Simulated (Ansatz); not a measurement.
**GdCd (CsCl-type structure)**

Computed with Ansatz (plane waves, PAW, 420 eV cutoff): PBEsol, scalar-relativistic, collinear spin, Γ-centred 8×8×8 mesh, 0.05 eV Gaussian smearing; PAW files: Ansatz's generated set soft_2.

```
Gd Cd
1.0
     3.71526    0.00000    0.00000
     0.00000    3.71526    0.00000
     0.00000    0.00000    3.71526
Gd Cd
1 1
Direct
  0.00000 0.00000 0.00000
  0.50000 0.50000 0.50000
```

The start was a prototype's sites filled with these elements, not a measured cell.

Magnetic state: ferromagnetic, site spin moments Gd 7.14 μB.

The run above is the reference. The same cell was run again with other input settings; several of them aren't fit for production, so the rows show the settings' effect and aren't properties of the material.

```tsv
keys changed	outcome	ΔE (meV/atom)	P (GPa)	gap on the mesh (eV)	cell moment (μB)	largest force component (eV/Å)	SCF iterations	rough core-seconds	new warnings
none (reference)	converged	0.0	0.0	metal	7.45	0.000	–	–	–
hamiltonian.xc: "pbesol" → "lda"; basis.xc_grid: 3	converged	–	-2.4	metal	7.40	0.000	10	14	–
basis.ecutwfc: 420 → "36.7 Ry"; kpoints.mp_grid.grid: [8, 8, 8] → [12, 12, 12]; hamiltonian.xc: "pbesol" → "lda"	converged	–	-2.5	metal	7.44	0.000	10	50	–
hamiltonian.pseudopotentials: {"kind": "nc"}	refused	–	–	–	–	–	0	0.1	–
scf.mixing.algorithm: "broyden"; scf.mixing.beta: 0.7; scf.mixing.ndim: 8; kpoints.mp_grid.shift: [0.5, 0.5, 0.5]; hamiltonian.dispersion: "d3bjatm"	converged	–	-3.0	metal	7.52	0.000	12	10	stability check not made
```

ΔE is the energy with the smearing extrapolated to zero. It is left out where the change alters the Hamiltonian or the spin treatment. The varied runs start from atomic densities (corrected by the program's trained start where that serves), with the default search for lower states unless a row changes it, while the reference went on from a saved state, so a magnet may end in another state whatever the setting.

**Question.** What happens with these changes: basis.ecutwfc: 420 → "800 eV"?

**Answer.** outcome converged, ΔE (meV/atom) -1.7, P (GPa) 0.0, gap on the mesh (eV) metal, cell moment (μB) 7.45, largest force component (eV/Å) 0.000, SCF iterations 10, rough core-seconds 40.

**Question.** What happens with these changes: crystal.symmetry: {"detect": false}; scf.occupations.width: 0.05 → 0.2?

**Answer.** outcome converged, ΔE (meV/atom) 0.0, P (GPa) 0.0, gap on the mesh (eV) metal, cell moment (μB) 7.48, largest force component (eV/Å) 0.000, SCF iterations 11, rough core-seconds 170.

The pair part of a dispersion correction pulls inward (a three-body part mostly pushes out), and in metals and ionic crystals with large ions it often overbinds.

Of the reference: Without a U the 4f levels of Gd lie too near the Fermi level, so their share of the states there, and what hangs on it, is overstated. These numbers lack spin–orbit coupling. Site moments are of spin, integrated over atomic spheres. Only parallel moments were tried, so the real magnetic order may be another.
